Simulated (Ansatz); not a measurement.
Ru₂C in space group P-3m1 (No. 164; C on 1a, Ru on 2d) under volume change, DFT-r²SCAN in the program Ansatz with PAW potentials, shape and atoms relaxed at each volume.

```json
[
 {"V (Å³/atom)": "10.195", "E − E(relaxed) (meV/atom)": "…", "P (GPa)": "…"},
 {"V (Å³/atom)": "10.531", "E − E(relaxed) (meV/atom)": "41.6", "P (GPa)": "21.17"},
 {"V (Å³/atom)": "10.867", "E − E(relaxed) (meV/atom)": "9.7", "P (GPa)": "9.58"},
 {"V (Å³/atom)": "11.203", "E − E(relaxed) (meV/atom)": "0.0", "P (GPa)": "0.00"},
 {"V (Å³/atom)": "11.539", "E − E(relaxed) (meV/atom)": "8.6", "P (GPa)": "-7.87"},
 {"V (Å³/atom)": "11.875", "E − E(relaxed) (meV/atom)": "31.9", "P (GPa)": "-14.13"},
 {"V (Å³/atom)": "12.211", "E − E(relaxed) (meV/atom)": "…", "P (GPa)": "…"}
]
```

### Question
What belongs in the gaps?

### Answer

- 10.195, E − E(relaxed) (meV/atom): 100.2
- 10.195, P (GPa): 35.10
- 12.211, E − E(relaxed) (meV/atom): 66.9
- 12.211, P (GPa): -19.07

### Question
What does a third-order Birch–Murnaghan fit give for V₀, B₀ and B′?

### Answer
V₀ = 11.20 Å³/atom, B₀ = 285 GPa, B′ = 5.7.

The cell is a constructed one: a structure type filled with these elements; neither database checked (COD, Materials Project) lists it. Its standing as an ambient phase is unchecked. The r²SCAN relaxation kept the symmetry of its start; its stability against distortions is not shown here. The run is not spin-polarised. Scalar-relativistic: spin–orbit coupling is off unless named, which matters more the heavier the elements.

Potentials: the earlier of the program's two PAW sets.
